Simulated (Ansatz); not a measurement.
Rb$_{2}$GeSe$_{3}$:
```yaml
crystal:
  lattice:
    - [6.75674, 3.46413, 0.00000]
    - [-6.75674, 3.46413, 0.00000]
    - [-5.45111, 0.00000, 8.05507]
  atoms:
    - { symbol: Rb, position: [0.19136, 0.80864, 0.81996] }
    - { symbol: Rb, position: [0.80864, 0.19136, 0.18004] }
    - { symbol: Rb, position: [0.41250, 0.58750, 0.62993] }
    - { symbol: Rb, position: [0.58750, 0.41250, 0.37007] }
    - { symbol: Ge, position: [0.12080, 0.87920, 0.18849] }
    - { symbol: Ge, position: [0.87920, 0.12080, 0.81151] }
    - { symbol: Se, position: [0.69554, 0.30446, 0.77243] }
    - { symbol: Se, position: [0.30446, 0.69554, 0.22757] }
    - { symbol: Se, position: [0.74163, 0.74163, 0.00000] }
    - { symbol: Se, position: [0.25837, 0.25837, 0.00000] }
    - { symbol: Se, position: [0.11117, 0.88883, 0.41617] }
    - { symbol: Se, position: [0.88883, 0.11117, 0.58383] }
```

Relaxed with LDA. Special points in fractions of this cell's reciprocal vectors: Γ (0.000, 0.000, 0.000); C (0.346, 0.346, 0.000); C2 (-0.346, 0.654, 0.000); Y2 (-0.500, 0.500, 0.000); M2 (-0.500, 0.500, 0.500); D (-0.271, 0.729, 0.500); D2 (0.271, 0.271, 0.500); A (0.000, 0.000, 0.500); L2 (0.000, 0.500, 0.500); V2 (0.000, 0.500, 0.000).

List the band energies nearest the valence-band maximum at these points for LDA (plane waves, PAW; program Ansatz).

In eV from the valence-band maximum; about four levels below and three above (degenerate sets whole), none deeper than 8.9 eV; points with the same levels are listed once.

```
k                     below           above
--  -----------------------  --------------
Γ    -0.51 -0.38 -0.07 0.00  1.52 1.79 3.31
C   -0.58 -0.52 -0.36 -0.21  1.97 2.40 3.05
Y2  -0.43 -0.41 -0.22 -0.10  1.69 2.24 2.97
M2  -0.41 -0.30 -0.15 -0.13  1.30 2.26 3.08
D   -0.63 -0.50 -0.38 -0.25  1.95 2.73 3.10
A   -0.35 -0.33 -0.33 -0.11  1.62 2.33 3.59
L2  -0.58 -0.55 -0.35 -0.31  2.01 2.91 3.09
V2  -0.59 -0.58 -0.41 -0.28  2.08 2.49 3.08
```

Space group C2/m. The workflow started from a Materials Project entry (that database holds measured and hypothetical structures alike); the Crystallography Open Database files this formula in space group No. 12, but the cells were not matched. Whether it is the stable phase at ambient conditions was not checked. Symmetry was held in the LDA relaxation; its stability against distortions is not shown here. Spin–orbit coupling is left out wherever it is not named.

Potentials: the later of the program's two PAW sets.
